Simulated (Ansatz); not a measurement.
MgAlF5 in space group Immm (No. 71; Pearson symbol oI14), plane-wave PAW r²SCAN (Ansatz code). The conduction-band minimum lies at Γ, with 1 equivalent valley. Second derivatives d²E/dk² of the lowest band at one valley (eV·Å²), along Cartesian directions:

```csv
direction,d²E/dk²
[100],14.43
[010],13.88
[001],12.85
[110],14.15
[101],13.64
[011],13.36
```

Q: Find the principal effective masses, the density-of-states mass and the conductivity mass.

A: Off-diagonal terms follow from H_xy = H[110] − (H_xx + H_yy)/2, and m*/mₑ = 7.620 eV·Å² over each eigenvalue: 0.53, 0.55, 0.59. One valley's DOS mass (m₁m₂m₃)^(1/3) = 0.56, conductivity mass 3/(Σ 1/mᵢ) = 0.56 mₑ.

Q: What effective density of states Nc follows at 300 K for parabolic valleys?

A: Nc = 2.509e19 × 1 × (0.56)^(3/2) ≈ 1.1e19 cm⁻³.

The workflow started from an entry of the Crystallography Open Database (COD). Whether it is the stable phase at ambient conditions was not checked. The r²SCAN relaxation kept the symmetry of its start; whether a distortion lowers the energy is not shown.

Potentials: the later of the program's two PAW sets.

Edges and masses are those of Kohn–Sham bands, whose gap is no quasiparticle gap.
